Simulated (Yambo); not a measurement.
# Convergence of the G0W0 gap of ScTlS2

G0W0@PBEsol for ScTlS$_{2}$ (space group P6_3/mmc, No. 194) in Yambo. Reference settings: 3×3×1 Γ-centred k mesh, bands 3 to 272 and a 7 Ry block in the screening, 272 bands in G with the Bruneval-Gonze terminator, plasmon pole fitted at 27.2 eV. The PBEsol gap Γ → K on this mesh is 0.82 eV; G0W0 gaps are taken between the same points.

```csv
change from the reference,G0W0 gap Γ → K (eV),shift of the valence edge (eV),rough Yambo cost
reference settings,1.50,-0.50,1
"106 bands in W, 106 bands in G",1.47,-0.16,about 1/3
"176 bands in W, 176 bands in G",1.49,-0.39,within a factor of two
106 bands in G,1.48,-0.39,–
176 bands in G,1.50,-0.47,–
130 bands in W,1.49,-0.33,within a factor of two
1 Ry block,1.26,0.13,within a factor of two
3 Ry block,1.22,-0.17,within a factor of two
6 Ry block,1.50,-0.49,within a factor of two
pole fitted at 55 eV,1.54,-0.59,–
no random integration,1.49,-0.38,–
"106 bands in G, no terminator",1.33,0.14,–
"176 bands in G, no terminator",1.43,-0.22,–
no terminator,1.47,-0.38,–
```

The reference isn't shown to be the converged limit. Costs are rough (shared machines), scaled to the same edge states, and given only for runs that recompute the screening.

Spin-orbit coupling is left out; with 6p states at a band edge it can lower the gap by many tenths of an eV, most of a small gap.

The standard potential for Tl keeps a d shell in the valence without the s and p states of that shell. In tests on such compounds this moved G0W0 gaps by up to about 0.9 eV, so absolute quasiparticle energies here are unreliable; differences between settings are what counts.

Geometry relaxed with PBE+D3(BJ); primitive cell a = b = 3.7411 Å, c = 14.8234 Å, α = β = 90.00°, γ = 120.00°.

The structure is a Materials Project entry; no match was found in the copy of COD used, and its stability was not checked.

A shift is the quasiparticle energy of the state minus its PBEsol energy.
